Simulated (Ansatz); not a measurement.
TiS$_{2}$:
```yaml
crystal:
  lattice:
    - [3.31481, 0.00000, 0.00000]
    - [-1.65741, 2.87071, 0.00000]
    - [0.00000, 0.00000, 5.44656]
  atoms:
    - { symbol: Ti, position: [0.00000, 0.00000, 0.50000] }
    - { symbol: S, position: [0.33333, 0.66667, 0.76092] }
    - { symbol: S, position: [0.66667, 0.33333, 0.23908] }
```

Relaxed with plane-wave PAW LDA (Ansatz code). Indices refer to the conventional cell of P-3m1, a = b = 3.315 Å, c = 5.447 Å, α = β = 90.00°, γ = 120.00°.

Q: Simulate the powder diffraction pattern (Cu Kα, λ = 1.54184 Å; lines above 1 %) up to 2θ = 90°.

A: Simulated powder pattern, Cu Kα, λ = 1.54184 Å (kinematic, ideal powder, no thermal factors, no anomalous dispersion; the 30 strongest lines at most, above 1 %, up to 2θ = 90°):

```json
[
 {"2θ (°)": "16.27", "d (Å)": "5.447", "I/Imax (%)": "41", "hkl": "(0001)"},
 {"2θ (°)": "31.16", "d (Å)": "2.871", "I/Imax (%)": "2.5", "hkl": "(1 0 -1 0)"},
 {"2θ (°)": "32.89", "d (Å)": "2.723", "I/Imax (%)": "1.2", "hkl": "(0002)"},
 {"2θ (°)": "35.34", "d (Å)": "2.540", "I/Imax (%)": "100", "hkl": "(0 1 -1 1)+(1 0 -1 1)"},
 {"2θ (°)": "45.93", "d (Å)": "1.976", "I/Imax (%)": "50", "hkl": "(1 0 -1 2)+(0 1 -1 2)"},
 {"2θ (°)": "50.25", "d (Å)": "1.816", "I/Imax (%)": "3.6", "hkl": "(0003)"},
 {"2θ (°)": "55.44", "d (Å)": "1.657", "I/Imax (%)": "27", "hkl": "(1 1 -2 0)"},
 {"2θ (°)": "58.18", "d (Å)": "1.586", "I/Imax (%)": "6.6", "hkl": "(1 1 -2 1)"},
 {"2θ (°)": "60.32", "d (Å)": "1.534", "I/Imax (%)": "15", "hkl": "(1 0 -1 3)+(0 1 -1 3)"},
 {"2θ (°)": "67.48", "d (Å)": "1.388", "I/Imax (%)": "13", "hkl": "(2 0 -2 1)+(0 2 -2 1)"},
 {"2θ (°)": "68.97", "d (Å)": "1.362", "I/Imax (%)": "4.2", "hkl": "(0004)"},
 {"2θ (°)": "74.76", "d (Å)": "1.270", "I/Imax (%)": "10", "hkl": "(0 2 -2 2)+(2 0 -2 2)"},
 {"2θ (°)": "78.07", "d (Å)": "1.224", "I/Imax (%)": "5.2", "hkl": "(1 1 -2 3)"},
 {"2θ (°)": "86.42", "d (Å)": "1.126", "I/Imax (%)": "5.5", "hkl": "(0 2 -2 3)+(2 0 -2 3)"}
]
```

The cell was relaxed with LDA under the symmetry of its start; phonons on a q-mesh show no instability. The run is not spin-polarised. A crystal of weakly bound layers computed without a dispersion correction: the cell and the soft elastic constants depend strongly on that.

Potentials: the later of the program's two PAW sets.
